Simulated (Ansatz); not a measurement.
In3Pd5, a disordered cell

```yaml
crystal:
  lattice:
    - [6.65820, 0.04808, -0.30213]
    - [1.18768, 6.22219, 0.13982]
    - [-0.54807, -0.88856, 6.68974]
  atoms:
    - { symbol: Pd, position: [0.54805, 0.26781, 0.41785] }
    - { symbol: Pd, position: [0.84074, 0.74122, 0.95402] }
    - { symbol: Pd, position: [0.53992, 0.02260, 0.08576] }
    - { symbol: Pd, position: [0.76930, 0.32833, 0.15549] }
    - { symbol: In, position: [0.91724, 0.80461, 0.60350] }
    - { symbol: In, position: [0.06394, 0.55226, 0.23444] }
    - { symbol: In, position: [0.29599, 0.01365, 0.43815] }
    - { symbol: In, position: [0.92443, 0.96615, 0.28871] }
    - { symbol: Pd, position: [0.16759, 0.22925, 0.76265] }
    - { symbol: Pd, position: [0.21859, 0.80979, 0.87828] }
    - { symbol: Pd, position: [0.25508, 0.52039, 0.58033] }
    - { symbol: Pd, position: [0.53921, 0.82943, 0.69404] }
    - { symbol: Pd, position: [0.53301, 0.51569, 0.88470] }
    - { symbol: Pd, position: [0.83137, 0.44147, 0.60898] }
    - { symbol: In, position: [0.14786, 0.15318, 0.11020] }
    - { symbol: In, position: [0.73634, 0.14523, 0.79063] }
```

Single point in Ansatz 0.2.0 with PBE, no spin polarisation. Cutoff 420 eV, PAW datasets, 3×3×3 (shifted by 0.5, 0.5, 0 steps) k mesh, fermi-dirac filling (width 0.1 eV).

(1) What is the formation energy?

(2) Which atom feels the largest force, and which way?

(3) Is the cell too large or too small?

(4) What do density and ELF say about some of the short contacts?

(5) What happens at the Fermi level?

Origin: a disordered cell, so it need not be a known compound. Caveats: the k mesh is coarse if the cell is a metal; atoms or cell far from equilibrium.

Results:

(1) 0.39 eV an atom against the elements' usual phases (free molecules for gases, crystals otherwise, with no correction for O₂ or N₂), so at this geometry it isn't bound against them. Relaxing would lower it.

(2) The largest is on In8: 3.46 eV/Å, components (-3.01, 1.65, -0.45). It makes 102° with the line to a nearest neighbour, In5 at 2.48 Å.

(3) The pressure is 29.9 GPa (compression positive), so with the atoms held at these fractions the cell would first expand; the forces are large, so a full relaxation may end otherwise. The principal stresses 24.6, 29.4, 35.7 GPa differ, so its shape would change too.

(4) In–Pd at 2.46 Å: least valence density 0.50 e/Å³ and ELF 0.26 there. In–In at 2.48 Å: least valence density 0.48 e/Å³ and ELF 0.32 there. Pd–Pd at 2.51 Å: least valence density 0.47 e/Å³ and ELF 0.21 there. Both are smooth PAW fields, read partly inside the augmentation spheres.

(5) It is a metal, with about 7.3 states/eV a cell as the mean within 0.25 eV of the Fermi level, mostly Pd d (55 %) and In p (29 %).
